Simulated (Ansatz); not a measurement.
## Relaxation of Hg₄Pt

Level of theory: DFT r2SCAN, scalar-relativistic, plane waves, PAW in Ansatz 0.2.0. Settings: 500 eV cutoff, 8×8×8 k-mesh, Gaussian smearing of 0.10 eV, no spin polarisation.

What was changed: relaxed at 10 GPa.

Spin–orbit coupling is left out, which can shift energies with elements as heavy as these.

Other phases may be more stable at this pressure.

Command:

```bash
ansatz run input.yaml --threads 1 --pin off --max-ram 2560MiB --backend cpu --events-out ev --progress --plain --runs-dir out
```

Input:

```yaml
crystal:
  lattice:
    - [-3.0360506351, 3.0360506351, 3.0360506351]
    - [3.0360506351, -3.0360506351, 3.0360506351]
    - [3.0360506351, 3.0360506351, -3.0360506351]
  atoms:
    - { symbol: Hg, position: [0.5, 0.5, 0.5] }
    - { symbol: Hg, position: [0.5, 0.0, 0.0] }
    - { symbol: Hg, position: [0.0, 0.0, 0.5] }
    - { symbol: Hg, position: [0.0, 0.5, 0.0] }
    - { symbol: Pt, position: [0.0, 0.0, 0.0] }
basis:
  ecutwfc: 500
kpoints:
  mp_grid: { grid: [8, 8, 8] }
hamiltonian:
  xc: r2scan
scf:
  occupations: { method: gaussian, width: 0.1 }
output:
  forces: true
  stress: true
  eigenvalues: true
  write_density: true
  write_potential: true
  elf: true
  volumetric_format: npy
relax:
  adjacent_minimum: "off"
  f_tol: 0.008
  max_steps: 50
  cell: { stress_tol: 0.08, p_target: 10.0 }
```

F is the free energy. Steps run on the plane waves of an earlier cell, but the last one, and at times one on the way, on a freshly chosen basis, so a repeated geometry can differ a little in energy. The relaxation lowers the enthalpy F + PV at the target pressure, so F itself can rise.

Steps:

| step | F − F(1) (eV) | largest force component (eV/Å) | V (Å³/atom) | P (GPa) |
| --- | --- | --- | --- | --- |
| 1 | 0.0000 | 0.000 | 22.388 | 10.59 |
| 2 | -0.0910 | 0.000 | 22.690 | 8.86 |
| 3 | -0.0328 | 0.000 | 22.491 | 9.99 |
| 4 | -0.0331 | 0.000 | 22.491 | 9.99 |

Relaxed structure:

```
CELL_PARAMETERS angstrom
-3.04069 3.04069 3.04069
3.04069 -3.04069 3.04069
3.04069 3.04069 -3.04069
ATOMIC_POSITIONS crystal
Hg 0.50000 0.50000 0.50000
Hg 0.50000 0.00000 0.00000
Hg 0.00000 0.00000 0.50000
Hg 0.00000 0.50000 0.00000
Pt 0.00000 0.00000 0.00000
```

The structure is cubic, space group Im-3m (No. 229). The conventional cell has a = 6.081 Å, b = 6.081 Å, c = 6.081 Å, α = 90.00°, β = 90.00°, γ = 90.00°. Around Hg (site symmetry -3m) lie 2 Pt at 2.63 Å. Around Pt (site symmetry m-3m) lie 8 Hg at 2.63 Å.

The run converged. Time: 98 s on 1 thread of Arm Neoverse V1, on a shared host, peak memory 0.76 GiB.